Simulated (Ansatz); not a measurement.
K$_{2}$NaInP$_{2}$ (space group Ibam)

```yaml
crystal:
  lattice:
    - [-3.29541, 7.42552, 3.29123]
    - [3.29541, -7.42552, 3.29123]
    - [3.29541, 7.42552, -3.29123]
  atoms:
    - { symbol: K, position: [0.82321, 0.24118, 0.06439] }
    - { symbol: K, position: [0.17679, 0.75882, 0.93561] }
    - { symbol: K, position: [0.67679, 0.74118, 0.41797] }
    - { symbol: K, position: [0.32321, 0.25882, 0.58203] }
    - { symbol: Na, position: [0.25000, 0.25000, 0.00000] }
    - { symbol: Na, position: [0.75000, 0.75000, 0.00000] }
    - { symbol: In, position: [0.75000, 0.25000, 0.50000] }
    - { symbol: In, position: [0.25000, 0.75000, 0.50000] }
    - { symbol: P, position: [0.59988, 0.21518, 0.81507] }
    - { symbol: P, position: [0.40012, 0.78482, 0.18493] }
    - { symbol: P, position: [0.90012, 0.71518, 0.61530] }
    - { symbol: P, position: [0.09988, 0.28482, 0.38470] }
```

E(V) scan at fixed shape, V₀ the volume above. The atoms relax within the cell's symmetry.

All values below come from PBEsol (plane waves to 420 eV, PAW, scalar-relativistic; Ansatz, a first-principles code). k mesh 6×6×6 (Γ-centred), Fermi-Dirac smearing 0.05 eV. Stress and pressure are positive under compression. K2NaInP2 was relaxed with its symmetry unable to fall.

At one point of the scan the stress tensor (GPa) is:

```
   2.62     0.00     0.00
   0.00     2.87     0.00
   0.00     0.00     2.81
```

Q: Which point is it?
A. V/V₀ = 0.933
B. V/V₀ = 0.950
C. V/V₀ = 0.917
D. V/V₀ = 0.983

A: C, V/V₀ = 0.917

(Under strain, the slope of the energy per volume gives the stress and its curvature an elastic modulus.)
